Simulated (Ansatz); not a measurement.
HfN (rock salt)

```
CELL_PARAMETERS angstrom
      0.00000     4.52548     4.52548
      2.26274     0.00000     2.26274
      2.26274     2.26274     0.00000
ATOMIC_POSITIONS crystal
  N  0.00000 0.00000 0.00000
  N  0.50000 0.00000 0.00000
  Hf 0.25000 0.50000 0.50000
  Hf 0.75000 0.50000 0.50000
```

In this cell atom 3 (Hf, nearest neighbour N at 2.263 Å; its periodic images, 3.2 Å or more away, move with it) is moved by s towards the nearest neighbour, unit vector (-1.000, 0.000, 0.000); all other atoms and the cell stay fixed.

Level of theory: r2SCAN (plane waves to 500 eV, PAW, scalar-relativistic; Ansatz, an electronic-structure program). k mesh 7×14×14 (Γ-centred), Fermi-Dirac smearing 0.05 eV. Energies are smeared free energies. With partly filled bands, energies and forces of such displacements shift with the k mesh and the smearing. HfN is run without spin polarisation. HfN was relaxed with its symmetry unable to fall. Spin-orbit coupling is left out, though Hf is heavy. ΔE is measured from the undisplaced structure.

The scan covers s from -0.230 to 0.230 Å in 11 points.

Is the energy the same for equal positive and negative displacements?

Even: the same for both signs. With its periodic images moving along, the atom's site symmetry in this cell is -3m.

What force acts on the atom along the line at s = -0.230 Å?

3.07 eV/Å.

What is the force constant k = d²E/ds² of this move at s = 0?

10.6 eV/Å².

(For displaced atoms, the force is minus the slope of the energy, and its curvature is a force constant, which sets phonon frequencies.)
